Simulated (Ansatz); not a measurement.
InP:
```
CELL_PARAMETERS angstrom
      7.27219     0.00000     0.00000
      0.00000     7.27219     0.00000
      0.00000     0.00000     7.27219
ATOMIC_POSITIONS crystal
  In 0.25000 0.00000 0.50000
  In 0.50000 0.25000 0.00000
  In 0.50000 0.75000 0.00000
  In 0.75000 0.00000 0.50000
  In 0.00000 0.50000 0.75000
  In 0.00000 0.50000 0.25000
  P  0.25000 0.50000 0.00000
  P  0.00000 0.25000 0.50000
  P  0.00000 0.75000 0.50000
  P  0.75000 0.50000 0.00000
  P  0.50000 0.00000 0.75000
  P  0.50000 0.00000 0.25000
```

Relaxed with r²SCAN.

Map the valence electron density (e/Å³), cut off at 0.7 on the plane through (0.250, 0.000, 0.500) spanned by u = [1, 0, 0] and v = [0, 1, 0] in lattice vectors, from plane-wave PAW r²SCAN (Ansatz code).

x is the fraction of u, y of v (the angle between them is 90°; rows are the nearest grid lines); atoms in the plane: In at (0.00, 0.00), In at (0.50, 0.00), P at (0.75, 0.25), P at (0.75, 0.75).
```
|@@@@@*-:...:-*@@@@@@@@@*-:...:-*@@@@@|
|@@@@@=:.....:=@@@@@@@@@+--:::--+@@@@@|
|@@@@*-:.....:-*@@@@@@@#+=======+#@@@@|
|*+=-:..     ..:-=+**++**%%@@@%%**++**|
|-::..         ..::--==*%@@@@@@@%*==--|
|.                 ..:=*@@#-.-#@@*=:..|
|                   .:-*%@+. .+@%*-:. |
|                    .:=*%%*+*%%*=:.  |
|                     .:-+#%@%#+-:.   |
|                     ..:-+***+-:..   |
|                       ..:::::..     |
|                       .........     |
|                       .........     |
|                       ..:::::..     |
|                     ..:-+***+-:..   |
|                     .:-+#%@%#+-:.   |
|                    .:=*%%*+*%%*=:.  |
|                   .:-*%@+. .+@%*-:. |
|.                 ..:=*@@#-.-#@@*=:..|
|-::..         ..::--==*%@@@@@@@%*==--|
|*+=-:..     ..:-=+**++**%%@@@%%**++**|
|@@@@*-:.....:-*@@@@@@@#+=======+#@@@@|
|@@@@@=:.....:=@@@@@@@@@+--:::--+@@@@@|
|@@@@@*-:...:-*@@@@@@@@@*-:...:-*@@@@@|
```
Scale: ten equal steps from 0.000 (start of ' ') to 0.700 (end of '@'), in the order ' .:-=+*#%@'; x runs from 0.000 to 1.00, y from 0.000 (bottom) to 1.00 (top).

The density is the valence pseudo-density with augmentation charge, so density and ELF within about 1 Å of a nucleus are not all-electron values.

Space group Pm-3n. The start of the workflow was typed in or built on a structure type; neither database checked (COD, Materials Project) lists it. It is not the phase usual at ambient conditions (space group No. 216). The cell was relaxed with r²SCAN under the symmetry of its start; its stability against distortions is not shown here. The volume moved by 28 % from the start of the relaxation.

Potentials: the later of the program's two PAW sets.
